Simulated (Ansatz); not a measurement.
Recipe of this trial structure of Yb2Ti: random cell by space group and Wyckoff sites (I4/mmm, No. 139). Lengths were set from tabulated atomic sizes, so they are only a guess.

```cif
data_structure
_symmetry_space_group_name_H-M 'I4/mmm'
_symmetry_Int_Tables_number 139
_cell_length_a 4.7116
_cell_length_b 4.7116
_cell_length_c 5.2826
_cell_angle_alpha 90.000
_cell_angle_beta 90.000
_cell_angle_gamma 90.000
_cell_volume 117.27
loop_
_atom_site_label
_atom_site_type_symbol
_atom_site_symmetry_multiplicity
_atom_site_Wyckoff_symbol
_atom_site_fract_x
_atom_site_fract_y
_atom_site_fract_z
_atom_site_occupancy
Yb1 Yb 4 c 0.00000 0.50000 0.00000 1
Ti1 Ti 2 a 0.00000 0.00000 0.00000 1
```

These are results of Ansatz 0.2.0, DFT PBE, scalar-relativistic, plane waves, PAW, not measurements. Cutoff 420 eV, Gaussian smearing, Γ-centred meshes. Cell and atoms relax first on a coarse mesh and then on a finer one. In between, the cell is made exact in the group found at 0.06 Å. In metals the finer mesh still leaves noise of several meV/atom or more. The steps can't lower the symmetry of their start. No spin polarisation.

A guess keeps its type if space group and coordination stay and the shape of the cell changes little (axis ratios within about 15 %, angles within 6°); the volume may change.

Q: Does it keep its structure type, or change into something else?

A: It keeps its type. The symmetry stays I4/mmm (No. 139). The volume per atom grows by 57.7 %, from 19.5 to 30.8 Å³. The shortest distance goes from 2.36 Å (Yb–Ti) to 2.74 Å (Yb–Ti). The ratio c/a of the conventional cell changes by a factor of 1.00. Counting neighbours within 15 % of an atom's shortest distance, the start has Ti 4, Yb 4 and the end Ti 4, Yb 4.

The last run used a 12×12×12 mesh for its 3-atom cell and Gaussian smearing of 0.10 eV. The cell is a metal run without spin, though a test with spin on the coarse mesh kept 0.4 μB a cell, so a magnetic state probably lies lower. The 4f shell of Yb is treated without a Hubbard U. Symmetry constrained the relaxation, so the result can be a saddle point. Another cell of Yb2Ti relaxed alike, in P-3m1, lies 0.80 eV/atom lower, so this cell isn't the stable form at this level.
